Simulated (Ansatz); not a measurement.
HgTe: a film clamped to a substrate

These are results of DFT r2SCAN, scalar-relativistic, plane waves, PAW in Ansatz 0.2.0, not measurements. Settings: plane waves to 500 eV, k-mesh 12×12×8 (Γ-centred), Gaussian smearing 0.15 eV. Spin–orbit coupling is left out, which can shift energies with elements as heavy as these. No spin polarisation. Energies are free energies at this smearing, counted from the undisturbed cell; pressure is positive in compression.

Zero of the scan (relaxed at this level; this form isn't the usual structure):

```xyz
4
Lattice="2.9535 -3.3921 0.0000 2.9535 3.3921 0.0000 0.0000 0.0000 5.8547" Properties=species:S:1:pos:R:3 pbc="T T T"
Hg    2.9535    1.1972    4.3910
Hg    2.9535   -1.1972    1.4637
Te    2.9535   -1.8321    4.3910
Te    2.9535    1.8321    1.4637
```

The cell (4 atoms, V0 = 117.31 Å³) is strained by p along both x and y and by q along z, fractional coordinates fixed. τp = (1/V0) ∂E/∂p = (σxx + σyy)(1 + p)(1 + q) and τq = (1/V0) ∂E/∂q = σzz(1 + p)², with tension positive.

```csv
p,q,ΔE (meV/atom),τp (GPa),τq (GPa)
0.000,0.000,0.00,0.01,-0.03
-0.050,0.000,59.42,-14.57,-4.05
0.050,0.000,38.76,7.52,3.32
0.000,-0.050,27.78,-3.95,-6.80
0.000,0.050,16.58,3.41,3.26
```

Q: Get the second derivatives of the energy density.

A: Central differences give A = ∂τp/∂p = 221 GPa (C11 + C22 + 2 C12), C = ∂τq/∂q = 101 GPa (C33) and the cross term B = ∂τq/∂p = 74 GPa (C13 + C23); ∂τp/∂q = 74 GPa must equal B, and any difference shows higher-order terms. Steps this large leave an error of some per cent of A or C in all of these, which can swamp a small B. The ions are clamped.

Q: A film of this crystal grows with z along the normal on a substrate that imposes p. How does its thickness respond, and what does the misfit cost?

A: Count p and q from the stress-free cell. A free surface needs τq = 0, so q = −(B/C) p = -0.73 p. The energy density left is (A − B²/C) p²/2 = M p², with the biaxial modulus M = 83 GPa; a misfit of 1 % costs 1.53 meV/atom, against 2.02 meV/atom if the thickness were held.

Forces appear on the atoms along this scan, and letting them relax would lower the energy and soften the response. In a metal these slopes depend on the k mesh and the smearing.

Cost: 12 runs of about 5.9 core-minutes in all, on AMD EPYC 9R45 (Zen 5) (shared hosts).